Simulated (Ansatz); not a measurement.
The relaxed structure here is a generated cell of V: the first start was made by placing the elements on the sites of a structure type, and the end was not matched to a known phase here, so it may be hypothetical. Known forms of V include space group No. 229.

A relaxed structure of V. Space group Pm-3m (No. 221), simple cubic type. Calculation: PBE (plane waves to 420 eV, PAW, scalar-relativistic; Ansatz, a first-principles code).

Space group Pm-3m (No. 221); a = 2.448 Å, b = 2.448 Å, c = 2.448 Å, α = 90.00°, β = 90.00°, γ = 90.00°

| atom | site | symmetry | x | y | z |
|---|---|---|---|---|---|
| V | 1a | m-3m | 0.0000 | 0.0000 | 0.0000 |

For V, the volume per atom is 14.67 Å³ and the band gap is zero (metallic). The magnetic moment comes out as zero (the starting moments vanished). The shortest distances comes out as V–V 2.45 Å. The k-mesh is 19×19×19.

Band energies at high-symmetry points (eV from the Fermi level; labels of this space group; no spin-orbit coupling), from −5 eV up to 3.2 eV:

```tsv
point	energies
Γ	-2.14 -2.14
X	-2.26 -1.38 -0.19 1.52 1.52
M	-3.57 -0.71 1.96 1.96
R	-1.94 -1.94 -1.94
```

No spin polarisation in the result: the starting moments vanished.

The run could not lose the symmetry of its start: the end is stationary, and may be a saddle point rather than a minimum.
